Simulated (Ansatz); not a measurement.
CdF₂:
```cif
data_CdF2
_chemical_formula_sum 'Cd1 F2'
_space_group_name_H-M_alt 'P 1'
_space_group_IT_number 1
_cell_length_a 3.87599
_cell_length_b 3.87599
_cell_length_c 3.87599
_cell_angle_alpha 60.000
_cell_angle_beta 60.000
_cell_angle_gamma 60.000
loop_
_space_group_symop_operation_xyz
  'x, y, z'
loop_
_atom_site_label
_atom_site_type_symbol
_atom_site_fract_x
_atom_site_fract_y
_atom_site_fract_z
_atom_site_occupancy
Cd1 Cd 0.00000 0.00000 0.00000 1
F1 F 0.25000 0.25000 0.25000 1
F2 F 0.75000 0.75000 0.75000 1
```

Relaxed with PBE. Independent-particle spectrum: no excitons, no local fields, no scissors shift; 0.1 eV broadening; ε₁ of the summed bands alone.

Tabulate the dielectric function from PBE (plane waves, PAW; program Ansatz).



```csv
E (eV),ε₁ xx,ε₂ xx
0.0,2.65,0.00
0.4,2.66,0.00
0.8,2.67,0.00
1.2,2.69,0.00
1.6,2.73,0.00
2.0,2.77,0.00
2.4,2.84,0.00
2.8,2.94,0.00
3.2,3.10,0.00
3.6,3.46,0.09
4.0,3.60,0.73
4.4,3.34,1.03
4.8,3.12,1.18
5.2,2.94,1.27
5.6,2.79,1.32
6.0,2.66,1.35
6.4,2.54,1.37
6.8,2.44,1.38
7.2,2.33,1.40
7.6,2.08,1.24
8.0,2.40,1.05
8.4,2.43,1.71
8.8,2.18,1.23
9.2,2.44,1.02
9.6,3.20,1.86
10.0,2.21,3.26
10.4,0.85,1.80
10.8,1.24,1.04
11.2,1.97,0.89
11.6,2.51,1.40
12.0,2.14,2.98
```

From ε at 5.4 eV (xx: 2.87 + 1.30i), find n, k, the normal reflectivity and the absorption coefficient.

n = 1.73, k = 0.375, R = 9 %, α = 2kE/ħc = 210000 cm⁻¹.

With all bands, ε∞ without local fields is 2.95. DFPT, with local fields, gives 2.86.

Space group Fm-3m (fluorite). The cell was relaxed with PBE under the symmetry of its start; phonons on a q-mesh show no instability. Scalar-relativistic: spin–orbit coupling is off unless named, which matters more the heavier the elements.

Potentials: the later of the program's two PAW sets.
